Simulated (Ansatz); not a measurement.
Relaxed-ion elastic tensor of AlN (zinc blende, space group No. 216) in GPa (Voigt order), PBEsol in the plane-wave PAW code Ansatz; density 3.25 g/cm³, 10.49 Å³ per atom.

```
286  157  157  0.0  0.0  0.0
157  286  157  0.0  0.0  0.0
157  157  286  0.0  0.0  0.0
0.0  0.0  0.0  179  0.0  0.0
0.0  0.0  0.0  0.0  179  0.0
0.0  0.0  0.0  0.0  0.0  179
```

Task: Is the crystal mechanically stable?

Result: Yes: the smallest eigenvalue of C is 129 GPa.

Task: Work out the Voigt, Reuss and Hill averages.

Result: K_V = 200, K_R = 200, K_H = 200; G_V = 133, G_R = 104, G_H = 119 GPa.

Task: Give Young's modulus, Poisson's ratio, Pugh's ratio and the universal anisotropy index.

Result: E = 9KG/(3K + G) = 298 GPa; ν = 0.25; K/G = 1.69 (near the Pugh limit of 1.75, no verdict); A_U = 5G_V/G_R + K_V/K_R − 6 = 1.37.

Task: Estimate the sound speeds and the Debye temperature.

Result: v_l = √((K + 4G/3)/ρ) = 10500 m/s, v_t = √(G/ρ) = 6050 m/s, mean 6720 m/s; Θ = (h/k)(3n/4πV)^(1/3) v_m = 914 K.

Task: Give the Zener ratio and Young's modulus along [100], [110] and [111].

Result: A = 2C44/(C11 − C12) = 2.78; 1/E = S11 − 2(S11 − S12 − S44/2)Γ with Γ = 0, 1/4, 1/3 gives 174, 308, 414 GPa.

Task: Solve the Christoffel equation for the three sound speeds along [100], [110], [111].

Result: Eigenvalues of C_ijkl n_j n_l equal ρv² (piezoelectric stiffening left out). In km/s, slowest first: [100] 7.42, 7.42, 9.39; [110] 4.45, 7.42, 11.11; [111] 5.62, 5.62, 11.63.

Space group F-43m (zinc blende). The PBEsol relaxation kept the symmetry of its start.

Potentials: the later of the program's two PAW sets.
